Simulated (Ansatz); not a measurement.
# MgCd$_{5}$O$_{6}$: phonons across the zone

All numbers below come from DFT PBE, scalar-relativistic, plane waves, PAW (Ansatz 0.2.0). Cutoff 420 eV, 12×8×4 k-points (Γ-centred), Fermi-Dirac smearing of 0.15 eV. No spin polarisation. Phonons by linear response, acoustic sum rule imposed.

Relaxed structure:
```xyz
12
Lattice="3.2997 0.0000 0.0000 0.0000 4.7066 0.0000 0.0000 0.0000 10.0264" Properties=species:S:1:pos:R:3 pbc="T T T"
Mg    1.6499    2.3533    5.0132
Cd    0.0000    0.0000    0.0000
Cd    1.6499    2.3533    1.7365
Cd    0.0000    0.0000    3.3900
Cd    0.0000    0.0000    6.6363
Cd    1.6499    2.3533    8.2898
O     0.0000    2.3533    0.0000
O     1.6499    0.0000    1.6914
O     0.0000    2.3533    3.5453
O     1.6499    0.0000    5.0132
O     0.0000    2.3533    6.4811
O     1.6499    0.0000    8.3350
```

The cell was found from a structure generator's guess, not taken from experiment. In a metal, frequencies and elastic constants depend on the k mesh and the smearing, soft modes and shear constants most. The q mesh is coarse, so values between its points are rough. A semilocal functional can close a gap that the real compound has.

Force constants from linear response on a 2×2×1 q mesh.

Path: Γ–X–S–Y–Γ–Z–U–R–T–Z | X–U | Y–T | S–R. Only the points of the 2×2×1 mesh were computed; the rest is interpolation, which is rough on so few points. At q = (0.000, 0.000, 0.000) a computed mode is imaginary, 79i cm⁻¹, so the cell is unstable at this level. Distance along the path (Å⁻¹), then the branches (cm⁻¹, negative for imaginary):
```
0.000  -79 0 0 0 73 75 79 86 91 100 103 129 139 139 146 147 162 167 203 212 220 222 232 266 267 277 305 314 346 363 364 365 378 392 415 461
0.238  -77 28 34 63 79 80 85 88 100 106 110 126 137 138 144 152 181 200 207 222 226 248 253 262 280 285 304 305 355 356 360 360 378 388 406 449
0.476  -74 56 63 82 85 90 94 103 114 119 122 128 129 140 143 151 194 229 232 248 258 270 278 289 289 307 309 319 340 351 353 355 377 377 411 420
0.714  -71 81 84 88 95 95 100 104 108 115 118 129 143 145 149 166 182 233 238 249 262 279 296 297 303 310 328 339 346 357 359 362 362 376 397 445
0.952  -70 92 95 97 97 97 98 102 107 109 112 129 146 149 152 175 179 219 242 245 260 271 296 306 311 316 327 328 342 354 362 370 383 388 392 459
1.119  -52 91 91 93 97 99 104 105 108 111 117 135 146 149 156 175 178 219 240 244 262 271 292 293 306 317 326 326 335 346 362 375 391 391 394 462
1.286  49 92 92 95 96 105 106 109 109 121 125 145 146 147 164 176 178 220 238 240 262 266 271 276 291 312 313 323 341 348 359 382 387 401 402 465
1.453  85 94 98 99 103 109 111 112 115 123 129 132 150 158 172 176 179 222 231 235 242 249 266 273 280 300 310 321 354 356 356 379 388 406 408 468
1.620  94 100 101 103 109 110 110 115 117 121 124 125 152 162 175 177 180 221 224 232 233 242 262 277 280 294 304 325 354 357 368 370 390 408 410 468
1.858  80 90 100 100 100 101 109 109 119 124 127 143 145 164 170 176 189 222 223 229 239 250 252 276 283 287 294 332 347 358 366 367 400 401 405 460
2.096  75 82 83 87 93 95 103 103 117 119 121 130 157 167 172 173 191 210 214 237 244 250 254 267 270 271 285 297 320 350 372 384 392 404 434 445
2.334  74 75 77 78 87 92 98 103 108 108 113 119 150 161 169 180 182 202 210 216 229 231 232 243 243 273 280 286 296 343 367 406 408 417 444 455
2.572  67 72 74 77 82 95 96 100 103 104 117 135 152 153 154 173 178 187 188 208 217 224 235 238 250 251 253 292 305 340 368 412 417 421 449 463
2.739  58 62 77 80 80 86 94 95 101 109 119 120 136 152 170 172 180 183 200 207 221 225 232 233 255 262 263 292 307 341 354 409 414 418 444 463
2.905  43 45 74 78 78 79 83 91 97 101 102 121 132 150 164 170 171 173 206 222 226 227 228 248 261 275 289 304 311 326 343 404 405 408 431 462
3.072  -26 23 24 44 75 75 76 85 91 100 102 125 137 147 148 156 165 168 204 215 223 224 231 266 267 284 291 313 334 339 345 389 392 399 419 461
3.239  -79 0 0 0 73 75 79 86 91 100 103 129 139 139 146 147 162 167 203 212 220 222 232 266 267 277 305 314 346 363 364 365 378 392 415 461
3.317  -79 10 11 21 66 73 80 91 92 99 104 128 133 140 146 146 166 167 203 216 220 220 232 268 268 276 306 316 346 356 358 368 384 392 412 463
3.396  -79 19 23 42 57 65 84 91 97 98 106 119 125 141 143 147 166 172 204 216 220 224 232 271 274 275 310 318 343 345 352 373 382 391 412 465
3.474  -79 29 34 48 55 61 86 90 93 104 105 108 121 142 142 149 166 177 206 212 220 230 232 273 274 288 313 318 335 344 348 370 376 390 417 466
3.553  -79 37 40 43 46 75 86 87 90 98 106 109 119 141 142 149 165 178 206 210 220 231 233 272 275 299 311 315 336 344 347 362 377 390 420 466
3.791  -77 49 51 53 57 87 93 96 105 105 107 112 118 138 139 164 183 195 222 228 235 239 251 276 289 296 301 314 326 345 353 361 373 386 411 455
4.029  -74 65 69 71 77 93 101 103 106 114 122 131 134 135 139 153 216 229 232 248 271 273 285 287 294 298 311 311 324 341 345 363 375 376 412 428
4.266  -71 83 85 89 91 96 101 103 105 109 118 131 143 144 153 160 207 238 244 250 262 267 284 294 303 310 325 336 349 349 355 361 370 376 406 444
4.505  -70 92 94 96 96 96 101 102 106 110 112 127 144 151 156 164 209 230 235 242 255 270 283 296 311 316 327 328 342 353 368 374 375 389 400 458
4.671  -52 91 94 95 96 101 101 102 107 115 115 129 145 156 161 163 209 231 235 240 255 272 280 296 304 306 316 329 339 341 373 377 382 398 399 460
4.838  50 91 91 93 96 105 110 114 114 117 118 131 146 158 166 172 210 232 234 237 255 256 276 286 289 296 309 309 341 341 376 381 390 398 410 464
5.005  87 95 98 98 98 108 114 115 117 123 126 131 145 149 175 183 211 216 234 238 239 255 257 273 287 288 290 319 343 352 370 386 387 402 417 467
5.172  98 99 103 105 106 107 107 113 114 128 131 131 144 145 179 188 200 212 234 238 240 244 255 262 287 288 288 324 345 361 363 383 389 404 419 467
5.410  82 96 98 101 102 106 108 111 115 116 127 134 147 161 170 182 194 226 230 237 238 249 252 267 295 298 302 306 318 347 372 380 396 405 415 459
5.648  71 86 87 95 95 99 100 105 106 116 119 133 154 163 171 177 196 204 216 239 250 250 257 263 271 279 282 295 320 345 361 386 399 402 439 442
5.886  74 76 78 88 88 93 94 96 104 112 116 125 149 160 165 176 186 193 208 215 221 231 243 246 252 254 287 290 304 347 365 393 412 418 440 460
6.124  67 78 81 81 82 84 93 94 105 109 122 122 148 157 158 162 167 172 215 218 220 220 225 226 230 259 290 295 297 339 371 400 419 425 444 467
6.291  61 68 74 81 83 86 89 92 103 109 122 127 139 145 157 163 172 181 214 220 222 224 226 230 240 262 292 298 299 340 364 387 417 424 437 468
6.458  51 51 62 64 86 87 87 92 100 109 113 114 123 136 153 164 168 186 212 214 226 227 228 251 268 269 302 306 308 342 351 362 407 418 424 468
6.625  -32 42 47 48 50 87 87 89 95 99 101 109 118 136 150 155 165 181 209 211 223 231 231 273 274 289 306 314 331 341 343 354 390 399 422 467
6.792  -79 37 40 43 46 75 86 87 90 98 106 109 119 141 142 149 165 178 206 210 220 231 233 272 275 299 311 315 336 344 347 362 377 390 420 466
6.831  -70 92 95 97 97 98 98 102 107 109 112 129 146 149 152 175 179 220 242 245 259 271 295 306 311 316 327 328 342 354 362 370 383 388 392 459
6.909  -70 92 95 96 97 97 99 102 107 109 112 129 145 150 152 172 186 225 242 246 253 270 293 303 311 316 327 328 342 354 362 372 381 388 395 459
6.987  -70 92 95 95 96 97 100 102 106 109 112 128 145 152 153 168 196 231 242 243 249 270 289 299 311 316 327 328 342 354 364 374 378 389 398 458
7.066  -70 92 94 96 96 96 101 102 106 110 112 127 144 152 155 165 206 233 234 242 254 270 284 296 311 316 327 328 342 353 367 375 375 389 400 458
7.105  67 72 74 77 82 95 96 100 103 104 117 135 152 153 154 173 178 187 188 208 217 224 235 238 250 251 253 292 305 340 368 412 417 421 449 463
7.183  67 72 75 77 82 93 95 102 103 104 118 133 149 153 154 172 178 185 191 210 218 222 234 237 241 252 264 293 304 340 368 409 419 421 448 464
7.262  67 74 78 79 81 88 94 99 104 106 119 129 146 155 155 168 174 180 200 214 219 220 232 233 234 255 275 294 303 339 369 405 420 422 446 465
7.340  67 76 80 81 82 85 93 96 105 108 121 124 147 156 157 165 169 175 211 216 219 220 227 230 230 258 285 295 300 339 370 401 419 424 445 467
7.418  67 78 81 81 82 84 93 94 105 109 122 122 148 157 158 162 167 172 215 218 220 220 225 226 230 259 290 295 297 339 371 400 419 425 444 467
7.457  95 100 100 103 109 110 110 114 118 121 125 125 152 161 175 178 181 219 225 233 233 242 263 274 282 292 307 324 352 357 370 371 389 409 410 468
7.536  95 100 102 103 108 109 110 111 119 122 126 127 150 156 175 182 187 212 231 235 236 242 264 269 281 285 314 319 343 359 375 377 382 409 413 468
7.614  97 99 103 104 107 108 108 111 117 126 127 129 147 150 178 185 198 205 238 239 240 243 250 271 278 287 301 332 333 362 372 380 384 406 417 468
7.692  98 99 103 105 106 107 107 112 115 128 130 130 144 145 179 187 201 210 237 238 240 243 253 264 286 288 289 325 342 363 363 382 388 404 419 467
```
